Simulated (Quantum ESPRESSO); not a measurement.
pw.x input (Quantum ESPRESSO 7.5; PBEsol, PseudoDojo standard norm-conserving files, scalar-relativistic):

```
&CONTROL
  calculation = 'scf'
  pseudo_dir = './pseudo'
  outdir = './out'
  tprnfor = .true.
  tstress = .true.
/
&SYSTEM
  ibrav = 0
  nat = 3
  ntyp = 2
  ecutwfc = 84.0
  ecutrho = 336.0
  occupations = 'smearing'
  smearing = 'fd'
  degauss = 0.002
  nbnd = 19
  assume_isolated = '2D'
/
&ELECTRONS
  conv_thr = 3e-10
/
ATOMIC_SPECIES
S 32.0600 S.upf
Pt 195.0840 Pt.upf
CELL_PARAMETERS angstrom
  3.534465137871   0.000000000000   0.000000000000
 -1.767232568935   3.060936598187   0.000000000000
  0.000000000000   0.000000000000  15.500000000000
ATOMIC_POSITIONS crystal
S   0.333333333000   0.666666667000   0.078468681300
S   0.666666666333   0.333333333667  -0.078468681300
Pt  -0.000000000000   0.000000000333   0.000000000000
K_POINTS automatic
12 12 1 0 0 0
```

End of the output:

```
     total energy              =    -305.26910720 Ry
     estimated scf accuracy    <       0.00000010 Ry
     total energy              =    -305.26910721 Ry
     estimated scf accuracy    <       0.00000001 Ry
     total energy              =    -305.26910722 Ry
     estimated scf accuracy    <          2.2E-09 Ry
[...]
     the Fermi energy is    -5.5217 ev
!    total energy              =    -305.26910722 Ry
     estimated scf accuracy    <          2.7E-11 Ry
     smearing contrib. (-TS)   =      -0.00000000 Ry
     internal energy E=F+TS    =    -305.26910722 Ry
     The total energy is F=E-TS. E is the sum of the following terms:
     one-electron contribution =   -1662.75544827 Ry
     hartree contribution      =     824.62132122 Ry
     xc contribution           =     -59.82211356 Ry
     ewald contribution        =     592.68713339 Ry
     convergence has been achieved in  11 iterations
     Forces acting on atoms (cartesian axes, Ry/au):
     atom    1 type  1   force =    -0.00000000   -0.00000000    0.00008117
     atom    2 type  1   force =    -0.00000000   -0.00000000   -0.00008117
     atom    3 type  2   force =     0.00000000    0.00000000    0.00000000
     Total force =     0.000115     Total SCF correction =     0.000011
```
In a gapped system the printed Fermi energy is only some level inside the gap.

Spin-orbit coupling is not included.

Geometry relaxed with PBEsol.
